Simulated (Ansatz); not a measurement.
Y:
```cif
data_Y2
_chemical_formula_sum 'Y2'
_space_group_name_H-M_alt 'P 1'
_space_group_IT_number 1
_cell_length_a 3.67639
_cell_length_b 3.67639
_cell_length_c 5.67597
_cell_angle_alpha 90.000
_cell_angle_beta 90.000
_cell_angle_gamma 120.000
loop_
_space_group_symop_operation_xyz
  'x, y, z'
loop_
_atom_site_label
_atom_site_type_symbol
_atom_site_fract_x
_atom_site_fract_y
_atom_site_fract_z
_atom_site_occupancy
Y1 Y 0.33333 0.66667 0.75000 1
Y2 Y 0.66667 0.33333 0.25000 1
```

Relaxed with r²SCAN+D4 in the plane-wave PAW code Ansatz. Indices refer to the conventional cell of P6_3/mmc, a = 3.676 Å, b = 3.676 Å, c = 5.676 Å, α = 90.00°, β = 90.00°, γ = 120.00°.

**Question.** Simulate the powder diffraction pattern (Cu Kα1, λ = 1.54056 Å; lines above 1 %) up to 2θ = 90°.

**Answer.** Simulated powder pattern, Cu Kα1, λ = 1.54056 Å (kinematic, ideal powder, no thermal factors, no anomalous dispersion; the 30 strongest lines at most, above 1 %, up to 2θ = 90°):

| 2θ (°) | d (Å) | I/Imax (%) | hkl |
|---|---|---|---|
| 28.00 | 3.184 | 24 | (1 0 -1 0) |
| 31.50 | 2.838 | 24 | (0002) |
| 32.21 | 2.777 | 100 | (1 0 -1 1) |
| 42.64 | 2.119 | 15 | (1 0 -1 2) |
| 49.55 | 1.838 | 20 | (1 1 -2 0) |
| 56.53 | 1.626 | 20 | (1 0 -1 3) |
| 57.88 | 1.592 | 3.1 | (2 0 -2 0) |
| 59.90 | 1.543 | 22 | (1 1 -2 2) |
| 60.34 | 1.533 | 16 | (2 0 -2 1) |
| 65.75 | 1.419 | 2.8 | (0004) |
| 67.39 | 1.388 | 3.8 | (2 0 -2 2) |
| 72.93 | 1.296 | 3.1 | (1 0 -1 4) |
| 78.45 | 1.218 | 7.5 | (2 0 -2 3) |
| 79.60 | 1.203 | 2.4 | (2 1 -3 0) |
| 81.74 | 1.177 | 14 | (2 1 -3 1) |
| 86.59 | 1.123 | 8.0 | (1 1 -2 4) |
| 88.10 | 1.108 | 3.9 | (2 1 -3 2) |

The r²SCAN+D4 relaxation kept the symmetry of its start. The run is not spin-polarised. The pairwise dispersion correction was not fitted to metals. Axis ratios of metals converge slowly with the k-mesh, so a and c are less sure than the volume.

Potentials: the later of the program's two PAW sets.
